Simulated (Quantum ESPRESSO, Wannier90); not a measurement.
VN (P-6m2): Wannier90 run

Cell from Materials Project (mp-1018027), symmetrised, no further relaxation. Not found in the COD (Crystallography Open Database) copy used, which has the formula in other groups; not checked further. Computed values, not measurements, from PBEsol: Quantum ESPRESSO (norm-conserving PseudoDojo potentials, cutoff 68 Ry, no spin polarisation, no spin-orbit coupling) on a Γ-centred 12×12×10 mesh, then Wannier90. Density: 18×18×12 mesh, cold smearing 0.01 Ry. A non-magnetic state is assumed, with no Hubbard U on the 3d ions.

On the energy scale of pw.x, whose zero is arbitrary, the Fermi level lies at 17.84 eV.

Input w.win:

```
num_bands = 17
num_wann = 8
exclude_bands = 1-5
num_iter = 1000
conv_tol = 1.0e-6
conv_window = 4
dis_num_iter = 1000
dis_conv_tol = 1.0e-6
dis_froz_max = 1.50
write_hr = true
write_u_matrices = true
begin projections
f=-0.33928,0.34310,-0.01249: d
f=0.32506,-0.34011,0.48280: p
end projections
begin unit_cell_cart
ang
    2.7339000643    0.0000000000    0.0000000000
   -1.3669500322    2.3676269071    0.0000000000
    0.0000000000    0.0000000000    2.6413500000
end unit_cell_cart
begin atoms_frac
V   -0.3333333333  0.3333333333  0.0000000000
N    0.3333333333 -0.3333333333  0.5000000000
end atoms_frac
mp_grid = 12 12 10
begin kpoints
0.0000000000 0.0000000000 0.0000000000
0.0000000000 0.0000000000 0.1000000000
0.0000000000 0.0000000000 0.2000000000
... (1437 more lines: the 12x12x10 mesh through Gamma)
end kpoints
```

Input of pw2wannier90.x that gives the overlap and projection files (equivalent; here they were cut from one run over all bands):

```
&inputpp
  outdir = './out'
  prefix = 'pwscf'
  seedname = 'w'
  write_amn = .true.
  write_mmn = .true.
/
```

Output w.wout (banner and timings cut):

```
                                    ------
                                    SYSTEM
                                    ------

                              Lattice Vectors (Ang)
                    a_1     2.733900   0.000000   0.000000
                    a_2    -1.366950   2.367627   0.000000
                    a_3     0.000000   0.000000   2.641350

                   Unit Cell Volume:      17.09708  (Ang^3)

                        Reciprocal-Space Vectors (Ang^-1)
                    b_1     2.298250   1.326895  -0.000000
                    b_2     0.000000   2.653790   0.000000
                    b_3     0.000000  -0.000000   2.378778

 *----------------------------------------------------------------------------*
 |   Site       Fractional Coordinate          Cartesian Coordinate (Ang)     |
 +----------------------------------------------------------------------------+
 | v    1  -0.33333   0.33333   0.00000   |   -1.36695   0.78921   0.00000    |
 | n    1   0.33333  -0.33333   0.50000   |    1.36695  -0.78921   1.32068    |
 *----------------------------------------------------------------------------*
                                ------------
                                K-POINT GRID
                                ------------

             Grid size = 12 x 12 x 10      Total points = 1440

 *---------------------------------- MAIN ------------------------------------*
 |  Number of Wannier Functions               :                 8             |
 |  Number of Objective Wannier Functions     :                 8             |
 |  Number of input Bloch states              :                17             |
 |  Output verbosity (1=low, 5=high)          :                 1             |
 |  Timing Level (1=low, 5=high)              :                 1             |
 |  Optimisation (0=memory, 3=speed)          :                 3             |
 |  Length Unit                               :               Ang             |
 |  Post-processing setup (write *.nnkp)      :                 F             |
 |  Using Gamma-only branch of algorithms     :                 F             |
 *----------------------------------------------------------------------------*
 *------------------------------- WANNIERISE ---------------------------------*
 |  Total number of iterations                :              1000             |
 |  Number of CG steps before reset           :                 5             |
 |  Trial step length for line search         :             2.000             |
 |  Convergence tolerence                     :         0.100E-05             |
 |  Convergence window                        :                 4             |
 |  Iterations between writing output         :                 1             |
 |  Iterations between backing up to disk     :               100             |
 |  Write r^2_nm to file                      :                 F             |
 |  Write xyz WF centres to file              :                 F             |
 |  Write on-site energies <0n|H|0n> to file  :                 F             |
 |  Use guiding centre to control phases      :                 F             |
 |  Use phases for initial projections        :                 F             |
 *----------------------------------------------------------------------------*
 *------------------------------- DISENTANGLE --------------------------------*
 |  Using band disentanglement                :                 T             |
 |  Total number of iterations                :              1000             |
 |  Mixing ratio                              :             0.500             |
 |  Convergence tolerence                     :         1.000E-06             |
 |  Convergence window                        :                 3             |
 *----------------------------------------------------------------------------*
 *-------------------------------- PLOTTING ----------------------------------*
 |  Plotting Hamiltonian in WF basis          :                 T             |
 *----------------------------------------------------------------------------*

 *---------------------------------- K-MESH ----------------------------------*
 +----------------------------------------------------------------------------+
 |                    Distance to Nearest-Neighbour Shells                    |
 |                    ------------------------------------                    |
 |          Shell             Distance (Ang^-1)          Multiplicity         |
 |          -----             -----------------          ------------         |
 |             1                   0.221149                      6            |
 |             2                   0.237878                      2            |
 |             3                   0.324797                     12            |
 |             4                   0.383042                      6            |
 |             5                   0.442298                      6            |
 |             6                   0.450895                     12            |
 |             7                   0.475756                      2            |
 |             8                   0.502209                     12            |
       ... (lines left out)
 +----------------------------------------------------------------------------+
 | The b-vectors are chosen automatically                                     |
 | The following shells are used:                       1,  2                 |
 +----------------------------------------------------------------------------+
 |                        Shell   # Nearest-Neighbours                        |
 |                        -----   --------------------                        |
 |                          1               6                                 |
 |                          2               2                                 |
 +----------------------------------------------------------------------------+
 | Completeness relation is fully satisfied [Eq. (B1), PRB 56, 12847 (1997)]  |
 +----------------------------------------------------------------------------+
 |                  b_k Vectors (Ang^-1) and Weights (Ang^2)                  |
 |                  ----------------------------------------                  |
 |            No.         b_k(x)      b_k(y)      b_k(z)        w_b           |
 |            ---        --------------------------------     --------        |
 |             1         0.000000    0.221149    0.000000     6.815662        |
 |             2         0.191521    0.110575    0.000000     6.815662        |
 |             3         0.000000   -0.221149    0.000000     6.815662        |
 |             4         0.191521   -0.110575    0.000000     6.815662        |
 |             5        -0.191521   -0.110575    0.000000     6.815662        |
 |             6        -0.191521    0.110575    0.000000     6.815662        |
 |             7         0.000000    0.000000    0.237878     8.836132        |
 |             8         0.000000    0.000000   -0.237878     8.836132        |
 +----------------------------------------------------------------------------+
 |                           b_k Directions (Ang^-1)                          |
 |                           -----------------------                          |
 |            No.           x           y           z                         |
 |            ---        --------------------------------                     |
 |             1         0.000000    0.221149    0.000000                     |
 |             2         0.191521    0.110575    0.000000                     |
 |             3         0.191521   -0.110575    0.000000                     |
 |             4         0.000000    0.000000    0.237878                     |
 +----------------------------------------------------------------------------+

 Starting a new Wannier90 calculation ...

 Reading overlaps from w.mmn

 Reading projections from w.amn

 *------------------------------- DISENTANGLE --------------------------------*
 +----------------------------------------------------------------------------+
 |                              Energy  Windows                               |
 |                              ---------------                               |
 |                   Outer:    9.68218  to   55.21393  (eV)                   |
 |                   Inner:    9.68218  to    1.50000  (eV)                   |
 +----------------------------------------------------------------------------+
   Number of target bands to extract:    8

                   Unitarised projection of Wannier functions
                   ------------------------------------------
   A_mn = <psi_m|g_n> --> S = A.A^+ --> U = S^-1/2.A
   In dis_project... done
   No inner window (linner = F)

                   Extraction of optimally-connected subspace
                   ------------------------------------------
 +---------------------------------------------------------------------+<-- DIS
 |  Iter     Omega_I(i-1)      Omega_I(i)      Delta (frac.)           |<-- DIS
 +---------------------------------------------------------------------+<-- DIS
       1       5.89960150       5.78648407       1.955E-02    <-- DIS
       2       5.83621053       5.73350032       1.791E-02    <-- DIS
       3       5.77876132       5.68578720       1.635E-02    <-- DIS
       4       5.72666081       5.64164037       1.507E-02    <-- DIS
       5       5.67889514       5.60019164       1.405E-02    <-- DIS
       6       5.63457103       5.56089859       1.325E-02    <-- DIS
       ... (lines left out)
     101       4.20144655       4.19369383       1.849E-03    <-- DIS
       ... (lines left out)
     201       4.01835677       4.01744667       2.265E-04    <-- DIS
       ... (lines left out)
     301       3.99641271       3.99629741       2.885E-05    <-- DIS
       ... (lines left out)
     401       3.99353023       3.99351390       4.090E-06    <-- DIS
       ... (lines left out)
     478       3.99314671       3.99314276       9.891E-07    <-- DIS
     479       3.99314446       3.99314058       9.716E-07    <-- DIS
     480       3.99314225       3.99313844       9.543E-07    <-- DIS

             <<<      Delta < 1.000E-06  over  3 iterations     >>>
             <<< Disentanglement convergence criteria satisfied >>>

        Final Omega_I     3.99313844 (Ang^2)

 +----------------------------------------------------------------------------+

 Writing checkpoint file w.chk... done

 *------------------------------- WANNIERISE ---------------------------------*
 +--------------------------------------------------------------------+<-- CONV
 | Iter  Delta Spread     RMS Gradient      Spread (Ang^2)            |<-- CONV
 +--------------------------------------------------------------------+<-- CONV

 ------------------------------------------------------------------------------
 Initial State
  WF centre and spread    1  ( -1.367425,  0.789468, -0.000485 )     0.45252117
  WF centre and spread    2  ( -1.368400,  0.811964, -0.002303 )     0.56458966
  WF centre and spread    3  ( -1.367710,  0.766927, -0.002143 )     0.56325565
  WF centre and spread    4  ( -1.367263,  0.788814, -0.001387 )     0.49715569
  WF centre and spread    5  ( -1.367641,  0.789986, -0.001469 )     0.49786737
  WF centre and spread    6  (  1.367842, -0.789866,  1.324476 )     0.53906981
  WF centre and spread    7  (  1.368353, -0.802494,  1.321843 )     0.53333042
  WF centre and spread    8  (  1.367459, -0.776497,  1.321684 )     0.53151483
  Sum of centres and spreads ( -2.734785,  1.578302,  3.960215 )     4.17930460

      0     0.418E+01     0.0000000000        4.1793046156  <-- CONV
        O_D=      0.0013473 O_OD=      0.1848188 O_TOT=      4.1793046 <-- SPRD
 ------------------------------------------------------------------------------
      1    -0.103E+00     0.0422685338        4.0759005107  <-- CONV
        O_D=      0.0034493 O_OD=      0.0793128 O_TOT=      4.0759005 <-- SPRD
      2    -0.196E-01     0.0769815739        4.0562942073  <-- CONV
        O_D=      0.0015784 O_OD=      0.0615774 O_TOT=      4.0562942 <-- SPRD
      3    -0.800E-02     0.0373616383        4.0482903895  <-- CONV
        O_D=      0.0012297 O_OD=      0.0539222 O_TOT=      4.0482904 <-- SPRD
      4    -0.457E-02     0.0282832353        4.0437195265  <-- CONV
        O_D=      0.0010951 O_OD=      0.0494860 O_TOT=      4.0437195 <-- SPRD
      5    -0.297E-02     0.0210802390        4.0407495948  <-- CONV
        O_D=      0.0010751 O_OD=      0.0465361 O_TOT=      4.0407496 <-- SPRD
       ... (lines left out)
     27    -0.526E-06     0.0002803385        4.0321006305  <-- CONV
        O_D=      0.0009289 O_OD=      0.0380332 O_TOT=      4.0321006 <-- SPRD
     28    -0.431E-06     0.0002578068        4.0321001993  <-- CONV
        O_D=      0.0009290 O_OD=      0.0380328 O_TOT=      4.0321002 <-- SPRD
     29    -0.293E-06     0.0002196206        4.0320999068  <-- CONV
        O_D=      0.0009290 O_OD=      0.0380325 O_TOT=      4.0320999 <-- SPRD
             <<<     Delta < 1.000E-06  over  4 iterations     >>>
             <<< Wannierisation convergence criteria satisfied >>>
 Final State
  WF centre and spread    1  ( -1.367023,  0.789272, -0.000178 )     0.44437233
  WF centre and spread    2  ( -1.367046,  0.806124, -0.000164 )     0.53739436
  WF centre and spread    3  ( -1.366952,  0.772274, -0.000168 )     0.53745709
  WF centre and spread    4  ( -1.367136,  0.788247, -0.000002 )     0.48386292
  WF centre and spread    5  ( -1.367130,  0.790401, -0.000004 )     0.48395978
  WF centre and spread    6  (  1.366822, -0.789387,  1.320357 )     0.51590438
  WF centre and spread    7  (  1.366834, -0.801408,  1.320182 )     0.51458043
  WF centre and spread    8  (  1.366847, -0.777229,  1.320172 )     0.51456861
  Sum of centres and spreads ( -2.734784,  1.578294,  3.960195 )     4.03209989

         Spreads (Ang^2)       Omega I      =     3.993138440
        ================       Omega D      =     0.000928980
                               Omega OD     =     0.038032488
    Final Spread (Ang^2)       Omega Total  =     4.032099907
```
